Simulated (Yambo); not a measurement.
KScS2O8 (space group C2/m, No. 12): one transition space (4×4×2 mesh, 18 valence and 15 conduction bands, Tamm-Dancoff) with different kernels in Yambo, on PBEsol orbitals; field along x. BSE alone uses the static screening with 109 bands and a 3 Ry block; its scissor and those of RPA and TDDFT come from G0W0, that of the TDHF-type run from bare exchange. Axes are Cartesian, with cell vectors (Å) (4.27, -2.68, 0.00), (4.27, 2.68, 0.00), (-0.66, 0.00, 8.16).

| kernel | scissor (eV) | direct gap with it (eV) | lowest state (eV) | rough cost |
|---|---|---|---|---|
| BSE (screened electron-hole attraction) | 3.75 | 8.00 | 6.42 (dark) | 1 (with the screening) |
| TDHF-type (unscreened attraction, exchange-only scissor) | 13.58 | 17.83 | 12.96 (dark) | within a factor of two |
| RPA (no attraction) | 3.75 | 8.00 | 8.01 (dark) | about 1/2 |

Costs are rough.

RPA leaves the lowest state at the direct gap: no bound exciton. These are vertical excitations (zero momentum). Spin singlets only. Strong means a line over 3 % of the spectrum's maximum, dark under 0.03 %. Absolute energies carry the error of the G0W0 scissor, whose convergence isn't established; the long-wavelength screening was taken along (1,1,1) although the crystal is anisotropic. Convergence of the binding with the mesh was not shown.

Geometry of the Materials Project entry, not relaxed at this level; primitive cell a = 5.044 Å, b = 5.044 Å, c = 8.183 Å, α = 93.94°, β = 93.94°, γ = 64.31°.

The structure is a Materials Project entry; no match was found in the copy of COD used, and its stability was not checked.
